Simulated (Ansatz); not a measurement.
## CoW3: two-dimensional strain map

Computed with Ansatz, DFT PBEsol, scalar-relativistic, plane waves, PAW. The runs took a 420 eV cutoff, a Γ-centred 12×12×12 mesh and Gaussian smearing (0.15 eV). Spin–orbit coupling is left out, which matters for the heavy elements here. No spin polarisation. A magnetic state may lie lower. Energies are free energies at this smearing, counted from the undisturbed cell; pressure is positive in compression.

Zero of the scan (relaxed at this level; it needn't be the usual structure):

```yaml
crystal:
  lattice:
    - [3.85824, 0.00000, 0.00000]
    - [0.00000, 3.85824, 0.00000]
    - [0.00000, 0.00000, 3.85824]
  atoms:
    - { symbol: Co, position: [0.00000, 0.00000, 0.00000] }
    - { symbol: W, position: [0.00000, 0.50000, 0.50000] }
    - { symbol: W, position: [0.50000, 0.00000, 0.50000] }
    - { symbol: W, position: [0.50000, 0.50000, 0.00000] }
```

The cell is strained by p along both x and y and by q along z, fractional coordinates fixed. Points are written (p, q).

p was sampled at -0.050, -0.025, 0.000, 0.025, 0.050 and q at -0.050, -0.025, 0.000, 0.025, 0.050.

Where on the computed points is the energy highest, and how high?

At (-0.050, -0.050): 354.9 meV/atom.

Away from (0, 0), which computed point is lowest?

(0.025, -0.050): 3.5 meV/atom.

The map, in meV/atom:

```
 p \ q  -0.050  -0.025  0.000  0.025  0.050
-0.050   354.9   242.0  157.4   97.7   59.7
-0.025   150.9    81.7   36.7   13.2    8.5
 0.000    39.3     9.5    0.0    8.7   33.4
 0.025     3.5     9.3   31.8   69.3  120.2
 0.050    29.5    68.1  119.5  182.9  257.1
```